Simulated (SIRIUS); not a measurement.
Band structure of Zr (P6_3/mmc, 2 atoms in the cell; from Materials Project mp-131, lattice scaled a little).

```xyz
2
Lattice="3.2305 0.0000 0.0000 -1.6152 2.7977 0.0000 0.0000 0.0000 5.1583" Properties=species:S:1:pos:R:3 pbc="T T T"
Zr     0.0000     1.8651     1.2896
Zr     1.6152     0.9326     3.8687
```

All values come from this method and carry its errors: PBE, GBRV PBE ultrasoft pseudopotentials (plane waves; SIRIUS).

Settings: parameters.ngridk = 8 8 6; parameters.xc_functionals = [XC_GGA_X_PBE, XC_GGA_C_PBE]; parameters.gk_cutoff = 6.325 1/bohr; parameters.pw_cutoff = 14.143 1/bohr; parameters.smearing = fermi_dirac; parameters.smearing_width = 0.00367493 Ha; potentials = GBRV PBE ultrasoft pseudopotentials; parameters.electronic_structure_method = pseudopotential; parameters.num_bands = 24; parameters.num_mag_dims = 0; parameters.num_dft_iter = 100; parameters.energy_tol = 1e-07 Ha; parameters.density_tol = 1e-06; mixer.type = anderson.

The structure comes from a collection of computed structures, made at another level of theory; the collection holds predicted forms beside known ones. Its lattice was then scaled. No clean gap shows at this smearing width and mesh (spacing up to 0.28 Å⁻¹); the mesh is coarse for partly filled bands, so the values carry mesh errors.

Points are given in units of this cell's reciprocal vectors. Levels in eV from the Fermi level, bands 9 to 16:
```tsv
point	9	10	11	12	13	14	15	16
Γ (0 0 0)	-5.63	-3.01	0.88	0.88	1.01	1.16	1.57	1.57
M (0.5 0 0)	-2.55	-2.49	-2.12	-0.20	0.57	0.78	1.46	4.91
K (0.333 0.333 0)	-2.07	-1.33	-1.33	-1.12	0.28	0.28	1.81	4.31
A (0 0 0.5)	-3.93	-3.93	0.05	0.05	0.79	0.79	0.79	0.79
L (0.5 0 0.5)	-2.84	-2.84	-1.04	-1.04	1.64	1.64	2.23	2.23
H (0.333 0.333 0.5)	-1.42	-1.42	-1.26	-1.26	-0.02	-0.02	2.05	2.05
```

4 bands cross the Fermi level along this path, so the cell has no gap at this level.
